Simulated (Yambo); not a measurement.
```xyz
2
Lattice="0.0000 3.2228 3.2228 3.2228 0.0000 3.2228 3.2228 3.2228 0.0000" Properties=species:S:1:pos:R:3 pbc="T T T"
Ag     0.0000     0.0000     0.0000
I      1.6114     1.6114     1.6114
```

AgI (zinc blende, space group F-43m, No. 216): mean Im ε in 1 eV windows above the direct gap of 2.08 eV, for different electron-hole kernels (Yambo, broadening 0.15 eV, PBEsol (Quantum ESPRESSO, PseudoDojo norm-conserving, 82 Ry, with spin-orbit coupling) bands; 6×6×6 mesh, 10 valence and 4 conduction bands, static screening with 78 bands and a 4 Ry block, scissor 1.11 eV, Tamm-Dancoff; field along x).

```csv
window (eV),independent quasiparticles,BSE
2.1 to 3.1,1.2,2.2
3.1 to 4.1,2.2,4.0
4.1 to 5.1,3.0,3.9
5.1 to 6.1,4.1,4.6
```

This run doesn't resolve bound excitons or single peaks, so only averages are given, and they too depend on the mesh; weight that the attraction moves below the gap isn't listed. All transitions below 6.62 eV are in the band window. The scissor comes from a G0W0 run whose convergence isn't established.

Geometry relaxed with PBEsol.
